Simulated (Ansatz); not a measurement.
The start is a generated cell, Hf3N4 placed in the AFLOW prototype A4B3_cI14_229_c_b (as in Pt3O4). The cell and all atomic positions are relaxed at zero pressure with PBEsol (plane waves to 420 eV, PAW, scalar-relativistic; Ansatz, an electronic-structure program). First-step values are on the input's coarse k-mesh.

Ansatz input (later rounds restart from its end on a renewed k-mesh):
Ansatz 0.2 input:
```yaml
crystal:
  lattice:
    - [-2.8081101, 2.8081101, 2.8081101]
    - [2.8081101, -2.8081101, 2.8081101]
    - [2.8081101, 2.8081101, -2.8081101]
  atoms:
    - { symbol: N, position: [0.5, 0.5, 0.5] }
    - { symbol: N, position: [0.5, 0, 0] }
    - { symbol: N, position: [0, 0.5, 0] }
    - { symbol: N, position: [0, 0, 0.5] }
    - { symbol: Hf, position: [0, 0.5, 0.5] }
    - { symbol: Hf, position: [0.5, 0.5, 0] }
    - { symbol: Hf, position: [0.5, 0, 0.5] }
basis: { ecutwfc: 420, ecutrho_ratio: 4, xc_grid: 2, fft_grid_basis: typed }
kpoints: { mp_grid: { grid: [6, 6, 6] } }
hamiltonian:
  xc: pbesol
  dispersion: none
  pseudopotentials: { kind: paw }
scf: { occupations: { method: fermi_dirac, width: 0.05 } }
relax: { f_tol: 0.01, max_steps: 100, cell: { stress_tol: 0.02 } }
output: { forces: true, stress: true }
```

How large is the pressure on the unrelaxed cell, and of which sign?

-21 GPa (negative: the cell is under tension).

How much energy is released per atom?

0.10 eV/atom.

How does the volume change?

-10.4 %, from 12.65 to 11.34 Å³/atom.

How do the shortest distances between atoms change?

The closest pairs of elements (up to four, under 3.6 Å), start → end: Hf–N 2.43 → 2.34 Å; N–N 2.81 → 2.71 Å; Hf–Hf 2.81 → 2.71 Å.

Is the relaxed structure metallic? Give its gap.

No gap (metallic).

Give the final cell and atomic positions.


Space group Im-3m (No. 229); a = b = c = 5.415 Å, α = β = γ = 90.00°

```csv
atom,site,symmetry,x,y,z
N,8c,.-3m,0.2500,0.2500,0.2500
Hf,6b,4/mm.m,0.0000,0.0000,0.5000
```
(The calculation used a cell of 7 atoms; values per cell refer to that cell.)

The space group stays Im-3m (No. 229) (the run could not lower it); the end is AFLOW prototype A4B3_cI14_229_c_b (as in Pt3O4), with 7 atoms in the primitive cell. Final values are on a 12×12×12 k-mesh of the relaxed cell. No spin polarisation in the result.

The run could not lower the symmetry of its start; a shaken copy of this end point relaxes with PBEsol to Cm (No. 8), 0.86 eV/atom lower.

The relaxed structure here is a generated cell of Hf3N4: the first start was made by placing the elements on the sites of a structure type, and the end was not matched to a known phase here, so it may be hypothetical.
